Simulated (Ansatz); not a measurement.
Polymorphs of Ni, each relaxed with DFT-r²SCAN in the program Ansatz with PAW potentials:

A: diamond (Fd-3m)
a = 5.025 Å, b = 5.025 Å, c = 5.025 Å, α = 90.00°, β = 90.00°, γ = 90.00°

```tsv
atom	site	symmetry	x	y	z
Ni	8b	-43m	0.5000	0.5000	0.5000
```

B: dhcp (α-La type) (P6_3/mmc)
a = b = 2.457 Å, c = 8.076 Å, α = β = 90.00°, γ = 120.00°

```json
[
 {"atom": "Ni", "site": "2a", "symmetry": "-3m.", "x": "0.0000", "y": "0.0000", "z": "0.0000"},
 {"atom": "Ni", "site": "2c", "symmetry": "-6m2", "x": "0.3333", "y": "0.6667", "z": "0.2500"}
]
```

C: simple cubic (Pm-3m)
a = b = c = 2.305 Å, α = β = γ = 90.00°

```csv
atom,site,symmetry,x,y,z
Ni,1a,m-3m,0.0000,0.0000,0.0000
```

Problem. Put the candidates in order of energy per atom at 0 K, lowest first, for r²SCAN.

Solution. B (+0 meV/atom), C (+771 meV/atom), A (+1252 meV/atom)

Spin orders computed, not proven ground states: A ferromagnetic; B ferromagnetic; C ferromagnetic. Constructed cells (a structure type filled with these elements, in neither database checked): C. Built on a structure type that need not be the filed one of that space group: B. Typed or built starts, not in the databases checked: A. Not the usual ambient phase: A; B; C. All cells were relaxed under the symmetry of their starts (and spin orders); stability against distortions was not tested throughout.

Energies hold the estimated change up to a 700 eV cutoff; steps of a few meV lie near the error of the meshes.

Potentials: the later of the program's two PAW sets.
